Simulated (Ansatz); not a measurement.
The cell of SmBiH3 is invented: random cell by space group and Wyckoff sites (P4/mmm, No. 123). Its size is a rough estimate.

```
CELL_PARAMETERS angstrom
4.30708 0.00000 0.00000
0.00000 4.30708 0.00000
0.00000 0.00000 4.23257
ATOMIC_POSITIONS crystal
Sm 0.50000 0.50000 0.00000
Bi 0.00000 0.00000 0.00000
H 0.50000 0.00000 0.50000
H 0.00000 0.50000 0.50000
H 0.50000 0.50000 0.50000
```

Computed with Ansatz 0.2.0, DFT PBE, scalar-relativistic, plane waves, PAW, and for the lanthanide a 4f-in-core norm-conserving potential. Cutoff 690 eV, Gaussian smearing, Γ-centred meshes. Cell and atoms relax first on a coarse mesh and then on a finer one. In between, the cell is made exact in the group found at 0.06 Å. In metals the finer mesh still leaves noise of several meV/atom or more. The steps can't lower the symmetry of their start. No spin polarisation.

A guess keeps its type if space group and coordination stay and the shape of the cell changes little (axis ratios within about 15 %, angles within 6°); the volume may change.

Question: Does it keep its structure type, or change into something else?

Answer: It keeps its type. The symmetry stays P4/mmm (No. 123). The volume per atom grows by 3.2 %, from 15.7 to 16.2 Å³. The shortest distance goes from 2.12 Å (Sm–H) to 1.98 Å (Sm–H). The ratio c/a of the conventional cell changes by a factor of 0.89. Counting neighbours within 15 % of an atom's shortest distance, the start has Bi 12, H 2/6, Sm 2 and the end Bi 12, H 2/6, Sm 2.

The last run used an 8×8×10 mesh (in the run's order of axes) for its 5-atom cell and Gaussian smearing of 0.10 eV. These runs have no spin–orbit coupling, which can matter for Bi. A structure relaxed within its symmetry needn't be a true minimum. Another cell of SmBiH3 relaxed alike, in P-6m2, lies 0.35 eV/atom lower, so this cell isn't the stable form at this level.

The lanthanide is trivalent by construction, without f bands, f moments or other valences.

In counts of neighbours, a slash parts the counts of unlike sites.
